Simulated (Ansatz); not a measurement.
Ga2W in space group Fddd (No. 70; Ga on 16f, W on 8b), a = 5.0151 Å, b = 8.4113 Å, c = 8.8143 Å, α = β = γ = 90.00°; the cell used has 6 atoms.

Relaxed with plane-wave PAW PBE (Ansatz code). Indices refer to the conventional cell of Fddd, a = 5.015 Å, b = 8.411 Å, c = 8.814 Å, α = β = γ = 90.00°.

Question: Simulate the powder diffraction pattern (Cu Kα, λ = 1.54184 Å; lines above 1 %) up to 2θ = 90°.

Answer: Simulated powder pattern, Cu Kα, λ = 1.54184 Å (kinematic, ideal powder, no thermal factors, no anomalous dispersion; the 30 strongest lines at most, above 1 %, up to 2θ = 90°):

```json
[
 {"2θ (°)": "22.98", "d (Å)": "3.870", "I/Imax (%)": "39", "hkl": "(111)"},
 {"2θ (°)": "29.35", "d (Å)": "3.043", "I/Imax (%)": "22", "hkl": "(022)"},
 {"2θ (°)": "37.04", "d (Å)": "2.427", "I/Imax (%)": "12", "hkl": "(113)"},
 {"2θ (°)": "38.16", "d (Å)": "2.358", "I/Imax (%)": "100", "hkl": "(131)"},
 {"2θ (°)": "40.96", "d (Å)": "2.204", "I/Imax (%)": "41", "hkl": "(004)"},
 {"2θ (°)": "41.43", "d (Å)": "2.179", "I/Imax (%)": "80", "hkl": "(202)"},
 {"2θ (°)": "41.95", "d (Å)": "2.154", "I/Imax (%)": "8.8", "hkl": "(220)"},
 {"2θ (°)": "43.01", "d (Å)": "2.103", "I/Imax (%)": "4.1", "hkl": "(040)"},
 {"2θ (°)": "48.41", "d (Å)": "1.880", "I/Imax (%)": "51", "hkl": "(133)"},
 {"2θ (°)": "56.40", "d (Å)": "1.632", "I/Imax (%)": "3.9", "hkl": "(115)"},
 {"2θ (°)": "57.14", "d (Å)": "1.612", "I/Imax (%)": "3.7", "hkl": "(311)"},
 {"2θ (°)": "58.84", "d (Å)": "1.569", "I/Imax (%)": "3.5", "hkl": "(151)"},
 {"2θ (°)": "60.07", "d (Å)": "1.540", "I/Imax (%)": "6.5", "hkl": "(224)"},
 {"2θ (°)": "60.90", "d (Å)": "1.521", "I/Imax (%)": "3.1", "hkl": "(044)"},
 {"2θ (°)": "61.25", "d (Å)": "1.513", "I/Imax (%)": "6.1", "hkl": "(242)"},
 {"2θ (°)": "65.15", "d (Å)": "1.432", "I/Imax (%)": "2.6", "hkl": "(313)"},
 {"2θ (°)": "65.23", "d (Å)": "1.430", "I/Imax (%)": "21", "hkl": "(135)"},
 {"2θ (°)": "65.91", "d (Å)": "1.417", "I/Imax (%)": "20", "hkl": "(331)"},
 {"2θ (°)": "66.73", "d (Å)": "1.402", "I/Imax (%)": "2.4", "hkl": "(153)"},
 {"2θ (°)": "67.54", "d (Å)": "1.387", "I/Imax (%)": "2.4", "hkl": "(026)"},
 {"2θ (°)": "70.49", "d (Å)": "1.336", "I/Imax (%)": "16", "hkl": "(062)"},
 {"2θ (°)": "73.39", "d (Å)": "1.290", "I/Imax (%)": "15", "hkl": "(333)"},
 {"2θ (°)": "74.92", "d (Å)": "1.268", "I/Imax (%)": "14", "hkl": "(206)"},
 {"2θ (°)": "75.89", "d (Å)": "1.254", "I/Imax (%)": "6.7", "hkl": "(400)"},
 {"2θ (°)": "78.10", "d (Å)": "1.224", "I/Imax (%)": "12", "hkl": "(260)"},
 {"2θ (°)": "79.27", "d (Å)": "1.209", "I/Imax (%)": "1.6", "hkl": "(117)"},
 {"2θ (°)": "83.37", "d (Å)": "1.159", "I/Imax (%)": "2.8", "hkl": "(422)"},
 {"2θ (°)": "87.03", "d (Å)": "1.120", "I/Imax (%)": "9.6", "hkl": "(137)"},
 {"2θ (°)": "87.65", "d (Å)": "1.113", "I/Imax (%)": "9.5", "hkl": "(335)"},
 {"2θ (°)": "88.81", "d (Å)": "1.102", "I/Imax (%)": "4.6", "hkl": "(008)"}
]
```

The start of the workflow was typed in or built on a structure type; neither database checked (COD, Materials Project) lists it. Whether it is the stable phase at ambient conditions was not checked. Symmetry was held in the PBE relaxation; whether a distortion lowers the energy is not shown. The run is not spin-polarised. Axis ratios of metals converge slowly with the k-mesh, so a and c are less sure than the volume. Scalar-relativistic: spin–orbit coupling is off unless named, which matters more the heavier the elements.

Potentials: the later of the program's two PAW sets.
